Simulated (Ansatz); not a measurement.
Stationary points along a deformation path in Nb

Theory: DFT PBEsol, scalar-relativistic, plane waves, PAW (Ansatz 0.2.0). Cutoff 420 eV, Γ-centred 22×22×22 k-points, Gaussian smearing of 0.15 eV. No spin polarisation. Energies are free energies at this smearing, counted from the undisturbed cell; pressure is positive in compression.

The starting cell (as given, not relaxed at this level; it stands at -6.8 GPa; this fcc form isn't the usual structure):

```
CELL_PARAMETERS angstrom
0.00000 2.11500 2.11500
2.11500 0.00000 2.11500
2.11500 2.11500 0.00000
ATOMIC_POSITIONS crystal
Nb 0.00000 0.00000 0.00000
```

At fixed volume and fractional coordinates, lengths along (0.577, 0.577, 0.577) are scaled against those across it; ρ is that ratio over its starting value. V = 18.922 Å³/atom. Δσ is the stress along the axis less the mean stress across it (compression positive).

```
    ρ  ΔE (meV/atom)  Δσ (GPa) space group
0.500          660.7      0.00        Pm-3m
0.600          400.8     29.41         R-3m
0.710           51.5     18.64         R-3m
0.850          -54.5     -3.14         R-3m
0.930          -15.4     -4.91         R-3m
1.000            0.0      0.00        Fm-3m
1.080          -17.7      3.91         R-3m
1.200           -2.4    -10.69         R-3m
1.410          334.4    -42.62         R-3m
1.700         1220.1    -76.40         R-3m
2.000         2421.3   -114.11         R-3m
```

Problem. How does the stress give the slope of the energy, and where is the energy stationary?

Solution. Along the path d ln(length) is 2/3 d ln ρ on the axis and −1/3 d ln ρ across it, so dE/d ln ρ = −(2/3) V Δσ: the energy falls with ρ where Δσ is positive. Δσ vanishes or changes sign at ρ = 0.500 (Pm-3m, an end of the scan), at 660.7 meV/atom; between ρ = 0.710 and 0.850, a minimum (near 0.83 by linear interpolation); at ρ = 1.000 (Fm-3m), a maximum at 0.0 meV/atom; between ρ = 1.080 and 1.200, a minimum (near 1.11 by linear interpolation). Pairs of stationary points between two samples would go unseen, and could change a minimum read from distant neighbours into a maximum. At ρ = 0.500, 1.000 the cell is cubic, where symmetry alone makes the stress isotropic and the slope zero.

Problem. Which shear constant sets the curvature at ρ = 1?

Solution. For a cubic crystal E/V = (2/3) C (ln ρ)² with C = C44, so Δσ = −2C ln ρ. The parabola of Δσ against ln ρ through ρ = 0.930, 1 and 1.080 gives C ≈ -30 GPa with the ions clamped, rough because the steps are large. It is the stress–strain coefficient at this cell's pressure of -6.8 GPa, not the zero-pressure constant. It is negative, so the cubic cell is unstable to this shear.

Problem. Is the start the lowest point of the path?

Solution. No: ρ = 0.850 lies 54.5 meV/atom lower, with no sampled rise above the start on the way. Volume and inner coordinates are held, so a relaxed structure there would lie lower still.

In a metal these slopes depend on the k mesh and the smearing.